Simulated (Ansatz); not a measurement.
Space group P4/nmm:1 (No. 129). a = 3.894 Å, b = 3.894 Å, c = 7.578 Å, α = 90.00°, β = 90.00°, γ = 90.00°
```
atom site symmetry x y z
  Bi    2c       4mm  0.0000  0.5000  0.1657
  Cl    2c       4mm  0.0000  0.5000  0.6553
   O    2a      -4m2  0.0000  0.0000  0.0000
```

Equation of state of this BiClO structure (not necessarily the ground state), with shape and atoms relaxed at each volume where symmetry leaves them free. Computed with Ansatz 0.2.0, DFT r2SCAN, scalar-relativistic, plane waves, PAW.

Plane waves to 500 eV, a k mesh through Γ of 6×6×4 on the computed 6-atom cell and Gaussian smearing (0.02 eV); no spin polarisation.

```json
{"V (Å³/atom)": "16.853", "E − E(largest V) (meV/atom)": "45.09", "P (GPa)": "9.63", "gap on mesh (eV)": "3.19"}
{"V (Å³/atom)": "17.428", "E − E(largest V) (meV/atom)": "17.22", "P (GPa)": "6.03", "gap on mesh (eV)": "3.15"}
{"V (Å³/atom)": "18.002", "E − E(largest V) (meV/atom)": "0.74", "P (GPa)": "3.27", "gap on mesh (eV)": "3.11"}
{"V (Å³/atom)": "18.577", "E − E(largest V) (meV/atom)": "-7.21", "P (GPa)": "1.28", "gap on mesh (eV)": "3.08"}
{"V (Å³/atom)": "19.151", "E − E(largest V) (meV/atom)": "-9.31", "P (GPa)": "-0.01", "gap on mesh (eV)": "3.06"}
{"V (Å³/atom)": "19.726", "E − E(largest V) (meV/atom)": "-7.92", "P (GPa)": "-0.70", "gap on mesh (eV)": "3.06"}
{"V (Å³/atom)": "20.300", "E − E(largest V) (meV/atom)": "-4.82", "P (GPa)": "-1.04", "gap on mesh (eV)": "3.09"}
{"V (Å³/atom)": "21.066", "E − E(largest V) (meV/atom)": "0.00", "P (GPa)": "-1.00", "gap on mesh (eV)": "3.13"}
```

Problem. Fit a third-order Birch–Murnaghan equation to E(V).

Solution. V0 = 19.18 Å³/atom, B0 = 31 GPa, B0' = 17.2. B0' is unusual or poorly fixed by this range.

Spin-orbit coupling is left out, which matters for the bands of heavy elements.

The gaps are read on the mesh, which can miss the band edges, so they can be too wide.

Cost: 8 runs of about 8.5 core-minutes in all, on Intel Xeon Platinum 8375C (Ice Lake) (shared hosts).